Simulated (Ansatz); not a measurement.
Computed with DFT PBE, scalar-relativistic, plane waves, PAW (Ansatz). All cells share a 420 eV cutoff and Γ-centred k meshes spaced at most about 0.3 Å⁻¹ (about 0.25 or finer for metals, 2π included). No spin polarisation in the final relaxations.

All energies are static (0 K, no zero-point motion).

Compare these two cells of Na₂H₅, each relaxed at this level.

1.

Space group P6/mmm (No. 191). a = 4.123 Å, b = 4.123 Å, c = 8.991 Å, α = 90.00°, β = 90.00°, γ = 120.00°
| atom | site | symmetry | x | y | z |
| --- | --- | --- | --- | --- | --- |
| Na | 2e | 6mm | 0.0000 | 0.0000 | 0.7206 |
| H | 4h | 3m. | 0.3333 | 0.6667 | 0.0436 |
| H | 1b | 6/mmm | 0.0000 | 0.0000 | 0.5000 |

2.

Space group I4/mmm (No. 139). a = 5.582 Å, b = 5.582 Å, c = 6.632 Å, α = 90.00°, β = 90.00°, γ = 90.00°
```json
{"atom": "Na", "site": "4d", "symmetry": "-4m2", "x": "0.0000", "y": "0.5000", "z": "0.2500"}
{"atom": "H", "site": "8i", "symmetry": "m2m.", "x": "0.0000", "y": "0.7788", "z": "0.0000"}
{"atom": "H", "site": "2a", "symmetry": "4/mmm", "x": "0.0000", "y": "0.0000", "z": "0.0000"}
```

Task: Which is lower in energy, and by how much?

Result: Cell 1 is lower, by 0.39 eV/atom. Cell 1 has space group P6/mmm (No. 191), 18.9 Å³/atom and no gap on its mesh; cell 2 has space group I4/mmm (No. 139), 14.8 Å³/atom and no gap. Counting H atoms around Na (those within 1.25 times the shortest such distance or 1.15 times the sum of covalent radii), cell 1 has Na 1 and cell 2 has Na 4. Cell 1 holds H–H pairs as short as in free H₂ molecules (shortest 0.78 Å); in cell 2 the shortest H–H distance is 1.23 Å. Even the lower one lies +0.16 eV/atom against the reference forms of the elements (uncorrected), so neither is stable at this level. Both come from invented guesses.

No dispersion correction is applied, so the spacing and binding between layers, chains or molecules are poorly described (P6/mmm), and this can change margins and order among such cells. With hydrogen, zero-point motion can shift such differences by 10 meV/atom or more. A magnetic state wasn't ruled out in cells without spin, among them P6/mmm, I4/mmm. Cells relaxed within their symmetry can be saddle points.
